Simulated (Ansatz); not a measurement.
BN (h-BN type, space group P6_3/mmc)

```
BN
1.0
    2.49985     0.00000     0.00000
   -1.24992     2.16493     0.00000
    0.00000     0.00000     6.41293
B N
2 2
Direct
  0.33333   0.66667   0.25000
  0.66667   0.33333   0.75000
  0.33333   0.66667   0.75000
  0.66667   0.33333   0.25000
```

Two coordinates are scanned: the volume, and the ratio of the stretch along z (the conventional c axis) to the stretch across it. Atoms keep their fractional coordinates.

Calculation: PBEsol-D3(BJ) (plane waves to 420 eV, PAW, scalar-relativistic; Ansatz, a program for electronic structure). k mesh 15×15×5 (Γ-centred), Fermi-Dirac smearing 0.05 eV. Compression counts positive. BN was relaxed with its symmetry unable to fall. The PAW data are Ansatz's earlier set.

Changes of P (GPa) from the point V/V₀ = 1.000, (c/a)/(c/a)₀ = 1.000 when one coordinate moves alone (two changes are said to add if the coupling is within 5 % of the smaller one, nearly so within 20 %):

```json
[
 {"point": "V/V₀ = 1.000, (c/a)/(c/a)₀ = 0.880", "change": "-27.35"},
 {"point": "V/V₀ = 1.000, (c/a)/(c/a)₀ = 0.940", "change": "-14.16"},
 {"point": "V/V₀ = 0.920, (c/a)/(c/a)₀ = 1.000", "change": "24.79"},
 {"point": "V/V₀ = 0.960, (c/a)/(c/a)₀ = 1.000", "change": "11.21"},
 {"point": "V/V₀ = 1.040, (c/a)/(c/a)₀ = 1.000", "change": "-9.31"},
 {"point": "V/V₀ = 1.080, (c/a)/(c/a)₀ = 1.000", "change": "-17.07"},
 {"point": "V/V₀ = 1.000, (c/a)/(c/a)₀ = 1.060", "change": "14.98"},
 {"point": "V/V₀ = 1.000, (c/a)/(c/a)₀ = 1.120", "change": "30.78"}
]
```

**Question.** What is the change at V/V₀ = 1.080, (c/a)/(c/a)₀ = 1.060, where both move, and how far is it from the sum?

**Answer.** The sum of the single changes is -17.07 + (14.98) = -2.09; the calculation gives -4.77, so the coupling contributes -2.68 (under 20 % of the smaller single change, nearly additive).

**Question.** Do the two effects add at V/V₀ = 1.040, (c/a)/(c/a)₀ = 1.120? Give the computed change.

**Answer.** The sum of the single changes is -9.31 + (30.78) = 21.47; the calculation gives 18.43, so the coupling contributes -3.04 (over 20 % of the smaller single change, not additive).

**Question.** What is the change at V/V₀ = 1.040, (c/a)/(c/a)₀ = 0.940, where both move, and how far is it from the sum?

**Answer.** The sum of the single changes is -9.31 + (-14.16) = -23.47; the calculation gives -22.11, so the coupling contributes 1.36 (under 20 % of the smaller single change, nearly additive).

(A scan under strain: stresses follow from slopes of the energy per volume, elastic moduli from its curvatures.)
